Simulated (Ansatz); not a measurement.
NbP in space group P-6m2 (No. 187; Nb on 1a, P on 1f) under volume change, DFT-PBE in the program Ansatz with PAW potentials, shape and atoms relaxed at each volume.

```
V (Å³/atom)  E − E(relaxed) (meV/atom)  P (GPa)
-----------  -------------------------  -------
14.599                            85.9    20.62
15.080                            36.2    12.69
15.562                             8.6     5.85
16.043                             0.0     0.01
16.524                             7.7    -4.99
17.006                            29.2    -9.26
17.487                            62.7   -12.91
```

What does a third-order Birch–Murnaghan fit give for V₀, B₀ and B′?

V₀ = 16.04 Å³/atom, B₀ = 180 GPa, B′ = 4.2.

A made-up cell: these elements were put on the sites of a structure type; neither database checked (COD, Materials Project) lists it. COD files the formula under space group No. 141, so this cell is another polymorph or a model. Its standing as an ambient phase is unchecked. The cell was relaxed with PBE under the symmetry of its start; its stability against distortions is not shown here. No spin polarisation was allowed.

Potentials: the later of the program's two PAW sets.
